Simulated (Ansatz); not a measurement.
Al:
```xyz
11
Lattice="2.8508 0.0000 0.0000 -1.4254 2.4689 0.0000 0.0000 0.0000 25.8315" Properties=species:S:1:pos:R:3 pbc="T T T"
Al     0.0000     1.6459    22.2828
Al     1.4254     0.8230    24.6413
Al     0.0000     1.6459     1.1901
Al     1.4254     0.8230     3.5487
Al     0.0000     0.0000     5.8867
Al     0.0000     1.6459     8.2304
Al     1.4254     0.8230    10.5729
Al     0.0000     0.0000    12.9157
Al     0.0000     1.6459    15.2586
Al     1.4254     0.8230    17.6010
Al     0.0000     0.0000    19.9448
```

Relaxed with PBE. Special points in fractions of this cell's reciprocal vectors: Γ (0.000, 0.000, 0.000); M (0.500, 0.000, 0.000); K (0.333, 0.333, 0.000); A (0.000, 0.000, 0.500); L (0.500, 0.000, 0.500); H (0.333, 0.333, 0.500).

**Question.** List the band energies nearest the Fermi level at these points for DFT-PBE in the program Ansatz with PAW potentials.

**Answer.** In eV from the Fermi level; about four levels below and three above (degenerate sets whole), none deeper than 8.9 eV; points with the same levels are listed once.

```tsv
k	below	above
Γ	-3.36 -3.34 -0.64 -0.63	2.44 2.44 5.82 5.82
M	-1.85 -1.74 -1.31 -0.03	0.10 0.14 0.33
K	-1.47 -1.47 -1.42 -1.42 -0.08	0.14 0.14 0.67 0.67
A	-4.64 -4.50 -2.05 -2.03	0.85 0.86 4.09 4.09
L	-0.99 -0.86 -0.83 -0.58	0.94 1.10 1.35
H	-1.16 -0.25 -0.04 -0.04	1.05 1.13 1.13
```

Space group P-3m1. The start of the workflow was typed in or built on a structure type; neither database checked (COD, Materials Project) lists it. It is not the phase usual at ambient conditions (space group No. 225). Symmetry was held in the PBE relaxation; whether a distortion lowers the energy is not shown.

Potentials: the later of the program's two PAW sets.
